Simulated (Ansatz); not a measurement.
Ansatz (a program for electronic structure) input:

Ansatz 0.2 input:
```yaml
crystal:
  lattice:
    - [-1.896458741, 1.896458741, 4.2547306775]
    - [1.896458741, -1.896458741, 4.2547306775]
    - [1.896458741, 1.896458741, -4.2547306775]
  atoms:
    - { symbol: Al, position: [0.5, 0.5, 0.0] }
    - { symbol: Al, position: [0.75, 0.25, 0.5] }
    - { symbol: Al, position: [0.25, 0.75, 0.5] }
    - { symbol: Nb, position: [0.0, 0.0, 0.0] }
kpoints:
  mp_grid: { grid: [15, 15, 15] }
hamiltonian:
  xc: lda
  pseudopotentials: { kind: paw }
scf:
  occupations: { method: fermi_dirac, width: 0.1 }
phonons:
  method: dfpt
  response_accuracy: low
  eigenvectors: true
  rigid_motions: translations
```

Output (shortened):

```
Pseudopotential: Al, paw, valence charge 3
Pseudopotential: Nb, paw, valence charge 13
Functional definition: SPW92
Crystal: 4 atoms, lattice volume = 61.210 Å³
Basis set: ecut = 420 eV, 1203 PW (Γ), exchange–correlation on 72×72×72 points (8 copies of the dense FFT grid, shifted against one another)
Bands: 15, of which v1, the nominal top of the filled ones, is band 11 counted from 1 (10 counted from 0)
Symmetry: 16 space group operations
k-points: 512 of 3375 (irreducible under 4 space group operations, time reversal used)
SCF iter   1: F=—  HF=-5982.977266 eV  |F-HF|=—  |Δ(HF+E_count)|=         —  Δρ=5.11e-3  dr2=2.16e-2  ethr=1.77e-3  ⟨swp⟩=5.6  Hψ=45848  notcnv=0
preconditioner: auto → Kerker (q_TF=auto, 2.301 Å⁻¹)
SCF iter   2: F=—  HF=-5982.973354 eV  |F-HF|=—  |Δ(HF+E_count)|=   3.91e-3  Δρ=2.68e-3  dr2=4.25e-3  ethr=9.82e-5  ⟨swp⟩=1.0  Hψ=11787  notcnv=0
SCF iter   3: F=—  HF=-5982.972246 eV  |F-HF|=—  |Δ(HF+E_count)|=   1.11e-3  Δρ=9.12e-4  dr2=7.48e-4  ethr=1.93e-5  ⟨swp⟩=1.3  Hψ=8755  notcnv=0
SCF iter   4: F=—  HF=-5982.972008 eV  |F-HF|=—  |Δ(HF+E_count)|=   2.38e-4  Δρ=1.69e-4  dr2=1.50e-5  ethr=3.40e-6  ⟨swp⟩=2.5  Hψ=10881  notcnv=0
SCF iter   5: F=—  HF=-5982.972002 eV  |F-HF|=—  |Δ(HF+E_count)|=   6.39e-6  Δρ=2.28e-5  dr2=1.82e-7  ethr=6.83e-8  ⟨swp⟩=2.5  Hψ=12354  notcnv=0
SCF iter   6: F=—  HF=-5982.972001 eV  |F-HF|=—  |Δ(HF+E_count)|=   2.28e-7  Δρ=3.06e-6  dr2=4.96e-9  ethr=8.29e-10  ⟨swp⟩=2.2  Hψ=13069  notcnv=0
SCF iter   7: F=—  HF=-5982.972001 eV  |F-HF|=—  |Δ(HF+E_count)|=  5.92e-10  Δρ=7.00e-7  dr2=2.76e-10  ethr=2.26e-11  ⟨swp⟩=2.1  Hψ=12769  notcnv=0
SCF iter   8: F=—  HF=-5982.972001 eV  |F-HF|=—  |Δ(HF+E_count)|=  5.64e-11  Δρ=1.06e-7  dr2=1.09e-11  ethr=1.25e-12  ⟨swp⟩=2.9  Hψ=12977  notcnv=0
SCF iter   9: F=-5982.972001 eV  HF=-5982.972001 eV  |F-HF|=0.00e0  |Δ(HF+E_count)|=  3.64e-12  Δρ=1.35e-8  dr2=1.01e-13  ethr=1.00e-12  ⟨swp⟩=4.3  Hψ=26398  notcnv=0
the search or the solves at the SCF's close seem to have found levels that the self-consistency loop had missed (the run counts 1) …
SCF 1 converged in 9 iterations: F = -5982.972001 eV  dr2 = 1.01e-13
DFPT response loops at Γ: preconditioner auto → Kerker (q_TF=auto, 2.301 Å⁻¹) (partly filled bands, converged f_vac=0.000) …
SCF converged after 9 iterations
Free energy (F): -5982.972001 eV
Harris-Foulkes:  -5982.972001 eV  (|F-HF|=0.00e0)
Internal energy: -5982.953705 eV  (E = F + TS)
E sigma→0 (E₀):  -5982.962853 eV
Entropy (-TS):   -0.018297 eV (-4.574 meV/atom)
Fermi energy:    11.584232 eV
--- Per-component energies (eV) ---
  E_band       = -90.646598
  E_kinetic    = 469.771770
  E_local      = -1105.433425  (includes V_loc(G=0)·N_el)
  E_nonlocal   = 158.746160
  E_hartree    = 407.052532
  E_xc         = -295.134652
  E_vxc        = -303.973623  (∫ρ·V_xc dr)
  E_paw        = -4296.095645  (= ΣΔE_a)
  E_vpaw       = -123.862533  (= ΣTr[D̂ρ^β])
  E_aug_tail   = -0.000006  (compensation charges beyond the density's cutoff)
  E_ewald      = -1322.453283
  E_core_change = 0.592844  (= ΣΔE_core)
  E_smearing   = -0.018297  (= −TS)
  E_closure    = 0.000000  (closes the sum)
  Σ components = -5982.972001   (vs F -5982.972001, Δ=0.00e0)
  [band-id]    e_kinetic+e_local+e_nonlocal+2·e_hartree+e_vxc+e_vpaw+e_augmentation_tail = -90.646593   (vs E_band -90.646598, Δ=5.08e-6)
--- Band table (eV; the first three rows and the last of 512) ---
  k-point 0: bands = ["-42.7551", "-19.0015", "-19.0015", "-18.8578", "1.0004", "7.6579", "8.7222", "8.7758", "9.4271", "9.4271", "11.6175", "13.2670", "13.2670", "13.5272", "13.8697"]
  k-point 1: bands = ["-42.7548", "-19.0051", "-19.0044", "-18.8573", "1.1013", "7.7495", "8.4469", "8.7617", "9.1522", "9.7402", "11.1703", "13.3647", "13.4092", "13.6532", "13.8935"]
  k-point 2: bands = ["-42.7539", "-19.0148", "-19.0126", "-18.8558", "1.3997", "8.0100", "8.0622", "8.5455", "8.7338", "10.1756", "10.2506", "13.3257", "13.6006", "13.6280", "14.6788"]
  k-point 511: bands = ["-42.7547", "-19.0058", "-19.0021", "-18.8675", "2.8750", "3.5033", "8.1520", "9.9877", "10.4104", "11.0193", "11.3709", "11.4504", "11.8768", "14.8134", "16.8285"]
--- Phonons (Γ-DFPT): 6 representative perturbations + reference, on 512 of 3375 k-points (Σ response iterations 18) ---
  ASR residual: 4.433e-4 → 0.000e0 eV/Å²; symmetrization residual: 1.410e-5 eV/Å²
  ASR residual per site (eV/Å²): 1.11e-5 2.22e-5 2.22e-5 4.43e-4
  Γ frequencies (cm⁻¹): 0.00 0.00 0.00 174.07 222.16 222.16 279.80 320.36 344.44 344.44 362.59 362.59
  non-analytic LO–TO correction: not included (Born effective charges unavailable; polar crystals: no LO–TO splitting at Γ)
```

Cost: around 4 core-minutes (rough) on shared cores.

Space group I4/mmm. The first step of the workflow began from a Materials Project structure, measured or hypothetical; the Crystallography Open Database copy checked does not list it. With Al and Nb taken as one species the cell has the higher symmetry I4/mmm, so it may be an ordered model of a mixed-site phase. Its standing as an ambient phase is unchecked. The cell was relaxed with LDA under the symmetry of its start; of distortions, only those at the zone centre were tested. The run is not spin-polarised. As this level gives no gap, phonon frequencies hold no LO–TO term and depend on the k-mesh and smearing (Fermi–Dirac, 0.1 eV here). Scalar-relativistic: spin–orbit coupling is off unless named, which matters more the heavier the elements.

Potentials: the later of the program's two PAW sets.

Ansatz is a plane-wave DFT program.
